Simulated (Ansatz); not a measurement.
Y2Ge in space group P4/nmm (No. 129; Y on 2a, Y on 2c, Ge on 2c) under volume change, plane-wave PAW PBE (Ansatz code), shape and atoms relaxed at each volume.

```csv
V (Å³/atom),E − E(relaxed) (meV/atom),P (GPa)
23.496,46.7,7.00
24.271,19.6,4.28
25.045,4.6,1.97
25.820,0.0,0.00
26.594,4.2,-1.72
27.369,16.3,-3.21
28.144,34.9,-4.47
```

### Question
What does a third-order Birch–Murnaghan fit give for V₀, B₀ and B′?

### Answer
V₀ = 25.81 Å³/atom, B₀ = 61.5 GPa, B′ = 4.0.

A made-up cell: these elements were put on the sites of a structure type; neither database checked (COD, Materials Project) lists it. Whether it is the stable phase at ambient conditions was not checked. Symmetry was held in the PBE relaxation; its stability against distortions is not shown here. The run is not spin-polarised.

Potentials: the later of the program's two PAW sets.
